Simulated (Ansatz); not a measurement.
Magnetic states of nickel, diamond

Computed with Ansatz 0.2.0, DFT, LDA (PW92), plane waves (420 eV) with PAW, scalar-relativistic. The PAW files were generated under PBE, with cores re-solved for the functional.

Each start was relaxed and then solved on a dense mesh, with Fermi-Dirac smearing of 0.05 eV (0.1 eV in a metal without spin) extrapolated to zero. Rows within 2 meV/atom of each other tie.

(1) Where does each start end, and how do the energies compare? Starts: antiferromagnetic; non-magnetic; ferromagnetic.

Answers

(1) 
| start | ends | ΔE (meV/atom) | V (Å³/atom) |
| --- | --- | --- | --- |
| antiferromagnetic | ferromagnetic, net 0.78 μB per atom | 0.0 | 15.07 |
| ferromagnetic | ferromagnetic, net 0.78 μB per atom | 0.0 | 15.07 |
| non-magnetic | spin not included | 72.9 | 15.04 |
